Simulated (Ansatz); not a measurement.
Input and steps of a relaxation of cell and atoms on an ordered 8-atom cell of In₄BiSb₃ on the zincblende lattice (P-43m) (the PAW code Ansatz, PBE). The start is a rough guess from atomic radii.

```yaml
crystal:
  lattice:
    - [6.4868189495, 0.0, 0.0]
    - [0.0, 6.4868189495, 0.0]
    - [0.0, 0.0, 6.4868189495]
  atoms:
    - { symbol: Sb, position: [0.5, 0.0, 0.0] }
    - { symbol: In, position: [0.25, 0.75, 0.75] }
    - { symbol: Sb, position: [0.0, 0.5, 0.0] }
    - { symbol: In, position: [0.75, 0.25, 0.75] }
    - { symbol: Sb, position: [0.0, 0.0, 0.5] }
    - { symbol: In, position: [0.75, 0.75, 0.25] }
    - { symbol: Bi, position: [0.5, 0.5, 0.5] }
    - { symbol: In, position: [0.25, 0.25, 0.25] }
kpoints:
  mp_grid: { grid: [4, 4, 4] }
hamiltonian:
  xc: pbe
scf:
  occupations: { method: fermi_dirac, width: 0.02 }
relax:
  f_tol: 0.005
  cell: {}
```

The trajectory has 6 recorded frames, each with fractional positions and then forces in eV/Å along x, y and z. The last, and any step after a large change of cell, is solved on a basis re-selected at its cell; pressure is positive in compression.

Step 1: energy 0.0 meV/atom from step 1, largest force component 0.232 eV/Å, pressure +4.09 GPa; a = 6.487 Å, b = 6.487 Å, c = 6.487 Å, α = 90.00°, β = 90.00°, γ = 90.00°
```
Sb 0.5000 0.0000 0.0000     0.000   0.000   0.000
In 0.2500 0.7500 0.7500    -0.232   0.232   0.232
Sb 0.0000 0.5000 0.0000     0.000   0.000   0.000
In 0.7500 0.2500 0.7500     0.232  -0.232   0.232
Sb 0.0000 0.0000 0.5000     0.000   0.000   0.000
In 0.7500 0.7500 0.2500     0.232   0.232  -0.232
Bi 0.5000 0.5000 0.5000     0.000   0.000   0.000
In 0.2500 0.2500 0.2500    -0.232  -0.232  -0.232
```

Step 2: energy -18.9 meV/atom from step 1, largest force component 0.321 eV/Å, pressure -1.55 GPa; a = 6.809 Å, b = 6.809 Å, c = 6.809 Å, α = 90.00°, β = 90.00°, γ = 90.00°
```
Sb 0.5000 0.0000 0.0000     0.000   0.000   0.000
In 0.2398 0.7602 0.7602     0.321  -0.321  -0.321
Sb 0.0000 0.5000 0.0000     0.000   0.000   0.000
In 0.7602 0.2398 0.7602    -0.321   0.321  -0.321
Sb 0.0000 0.0000 0.5000     0.000   0.000   0.000
In 0.7602 0.7602 0.2398    -0.321  -0.321   0.321
Bi 0.5000 0.5000 0.5000     0.000   0.000   0.000
In 0.2398 0.2398 0.2398     0.321   0.321   0.321
```

**Question.** Estimate where the relaxation ends.

**Answer.**
Step 3: energy -40.3 meV/atom from step 1, largest force component 0.025 eV/Å, pressure -0.54 GPa; a = 6.727 Å, b = 6.727 Å, c = 6.727 Å, α = 90.00°, β = 90.00°, γ = 90.00°
```
Sb 0.5000 0.0000 0.0000     0.000   0.000   0.000
In 0.2471 0.7529 0.7529    -0.025   0.025   0.025
Sb 0.0000 0.5000 0.0000     0.000   0.000   0.000
In 0.7529 0.2471 0.7529     0.025  -0.025   0.025
Sb 0.0000 0.0000 0.5000     0.000   0.000   0.000
In 0.7529 0.7529 0.2471     0.025   0.025  -0.025
Bi 0.5000 0.5000 0.5000     0.000   0.000   0.000
In 0.2471 0.2471 0.2471    -0.025  -0.025  -0.025
```

Step 4: energy -41.4 meV/atom from step 1, largest force component 0.011 eV/Å, pressure +0.17 GPa; a = 6.680 Å, b = 6.680 Å, c = 6.680 Å, α = 90.00°, β = 90.00°, γ = 90.00°
```
Sb 0.5000 0.0000 0.0000     0.000   0.000   0.000
In 0.2465 0.7535 0.7535     0.011  -0.011  -0.011
Sb 0.0000 0.5000 0.0000     0.000   0.000   0.000
In 0.7535 0.2465 0.7535    -0.011   0.011  -0.011
Sb 0.0000 0.0000 0.5000     0.000   0.000   0.000
In 0.7535 0.7535 0.2465    -0.011  -0.011   0.011
Bi 0.5000 0.5000 0.5000     0.000   0.000   0.000
In 0.2465 0.2465 0.2465     0.011   0.011   0.011
```

Step 5: energy -41.5 meV/atom from step 1, largest force component 0.001 eV/Å, pressure +0.01 GPa; a = 6.690 Å, b = 6.690 Å, c = 6.690 Å, α = 90.00°, β = 90.00°, γ = 90.00°
```
Sb 0.5000 0.0000 0.0000     0.000   0.000   0.000
In 0.2466 0.7534 0.7534     0.001  -0.001  -0.001
Sb 0.0000 0.5000 0.0000     0.000   0.000   0.000
In 0.7534 0.2466 0.7534    -0.001   0.001  -0.001
Sb 0.0000 0.0000 0.5000     0.000   0.000   0.000
In 0.7534 0.7534 0.2466    -0.001  -0.001   0.001
Bi 0.5000 0.5000 0.5000     0.000   0.000   0.000
In 0.2466 0.2466 0.2466     0.001   0.001   0.001
```

Step 6: energy -42.0 meV/atom from step 1, largest force component 0.001 eV/Å, pressure -0.01 GPa; a = 6.690 Å, b = 6.690 Å, c = 6.690 Å, α = 90.00°, β = 90.00°, γ = 90.00°
```
Sb 0.5000 0.0000 0.0000     0.000   0.000   0.000
In 0.2466 0.7534 0.7534     0.001  -0.001  -0.001
Sb 0.0000 0.5000 0.0000     0.000   0.000   0.000
In 0.7534 0.2466 0.7534    -0.001   0.001  -0.001
Sb 0.0000 0.0000 0.5000     0.000   0.000   0.000
In 0.7534 0.7534 0.2466    -0.001  -0.001   0.001
Bi 0.5000 0.5000 0.5000     0.000   0.000   0.000
In 0.2466 0.2466 0.2466     0.001   0.001   0.001
```

In 5 steps the volume changed by +9.7 %; between the first SCF and the last, each on a basis chosen for its cell, the energy fell by 42.0 meV an atom. At the end: space group P-43m (No. 215), cubic; a = 6.690 Å in the conventional setting, 37.43 Å³ an atom. Around Sb lie 4 In at 2.88 Å; around In lie 3 Sb at 2.88 Å and 1 Bi at 2.94 Å; around Bi lie 4 In at 2.94 Å.

Command: `ansatz run input.yaml --threads 2 --pin off --max-ram 20275MiB --backend cpu --events-out ev --progress --plain --runs-dir out`. Wall time 27 s on 2 threads of AMD EPYC 7R13 Processor (Zen 3), on a shared host, load about 3.7 per core; peak host memory 0.85 GiB.

No spin polarisation and no zero-point or thermal motion; the cell was built from a prototype and may be hypothetical.
